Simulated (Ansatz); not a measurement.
The relaxed structure here is a generated cell of Ga2O3: the first start was made by placing the elements on the sites of a structure type, and the end was not matched to a known phase here, so it may be hypothetical. Known forms of Ga2O3 include space group No. 12, 167.

A relaxed cell of Ga2O3 (P-3m1 (No. 164)), relaxed on a k-mesh at least as fine as the one used below. Computed with PBEsol (plane waves to 420 eV, PAW, scalar-relativistic; Ansatz, a first-principles code). Γ-centred k-mesh 9×9×4 on the run's cell (coarser than for final values), Fermi–Dirac smearing 0.05 eV.

```xyz
10
Lattice="5.9866 0.0000 0.0000 -1.4967 2.5923 0.0000 0.0000 0.0000 6.9697" Properties=species:S:1:pos:R:3 pbc="T T T"
Ga     0.0000     1.7282     1.3951
Ga     2.9933     1.7282     1.3951
Ga     1.4967     0.8641     5.5746
Ga     4.4900     0.8641     5.5746
O      0.0000     0.0000     0.0000
O      2.9933     0.0000     0.0000
O      0.0000     1.7282     4.8439
O      2.9933     1.7282     4.8439
O      1.4967     0.8641     2.1258
O      4.4900     0.8641     2.1258
```

The atoms are displaced along an unstable phonon of this cell by (Å):

| atom | ux | uy | uz |
|---|---|---|---|
| Ga1 | -0.024 | 0.042 | 0.000 |
| Ga2 | 0.024 | -0.042 | 0.000 |
| Ga3 | 0.024 | -0.042 | 0.000 |
| Ga4 | -0.024 | 0.042 | 0.000 |
| O5 | 0.075 | -0.130 | 0.000 |
| O6 | -0.075 | 0.130 | 0.000 |
| O7 | 0.027 | -0.047 | 0.000 |
| O8 | -0.027 | 0.047 | 0.000 |
| O9 | -0.027 | 0.047 | 0.000 |
| O10 | 0.027 | -0.047 | 0.000 |

### Question
What forces (eV/Å) and pressure result?

### Answer
| atom | Fx | Fy | Fz |
|---|---|---|---|
| Ga1 | -0.03 | 0.12 | 0.09 |
| Ga2 | 0.09 | -0.09 | 0.09 |
| Ga3 | 0.03 | -0.12 | -0.09 |
| Ga4 | -0.09 | 0.09 | -0.09 |
| O5 | 0.01 | -0.02 | 0.00 |
| O6 | -0.01 | 0.02 | 0.00 |
| O7 | 0.05 | -0.01 | 0.02 |
| O8 | 0.02 | 0.05 | 0.02 |
| O9 | -0.05 | 0.01 | -0.02 |
| O10 | -0.02 | -0.05 | -0.02 |

Pressure +0.9 GPa.

The undisplaced cell is probably no minimum: from this displacement the run went on to P2/c (No. 13), 0.006 eV/atom below it.

No spin polarisation in the result.
